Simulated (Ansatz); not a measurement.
Mn:
```
Mn
1.0
    2.28387     0.00000     0.00000
    0.00000     2.28387     0.00000
    0.00000     0.00000     2.28387
Mn
1
Direct
  0.00000   0.00000   0.00000
```
Starting moments (μB, in the order of the atoms Mn): 0.3.

Relaxed with PBE. Special points in fractions of this cell's reciprocal vectors: Γ (0.000, 0.000, 0.000); X (0.000, 0.500, 0.000); M (0.500, 0.500, 0.000); R (0.500, 0.500, 0.500).

### Question
List the band energies nearest the Fermi level at these points for PBE in the plane-wave PAW code Ansatz.

### Answer
In eV from the Fermi level; about four levels below and three above (degenerate sets whole), none deeper than 8.9 eV; … stands for higher levels left out; points with the same levels are listed once.

```
k                      below           above
---  -----------------------  --------------
Γ ↑        -8.06 -3.74 -3.74               …
X ↑  -3.03 -1.09 -0.33 -0.33               …
M ↑              -5.04 -2.34  0.05 0.05 2.80
R ↑        -3.53 -3.53 -3.53     2.90 2.90 …
Γ ↓        -8.02 -3.63 -3.63               …
X ↓        -3.61 -2.90 -1.07     0.01 0.01 …
M ↓              -4.83 -2.21  0.41 0.41 2.96
R ↓        -3.26 -3.26 -3.26     3.06 3.06 …
```

Space group Pm-3m (simple cubic). A made-up cell: these elements were put on the sites of a structure type; neither database checked (COD, Materials Project) lists it. It is not the phase usual at ambient conditions (space group No. 217). The PBE relaxation kept the symmetry of its start; its stability against distortions is not shown here. The final state is ferromagnetic, the only order run, not a proven ground state. The cell computed holds one magnetic atom, so no antiferromagnetic order was within reach.

Potentials: the later of the program's two PAW sets.
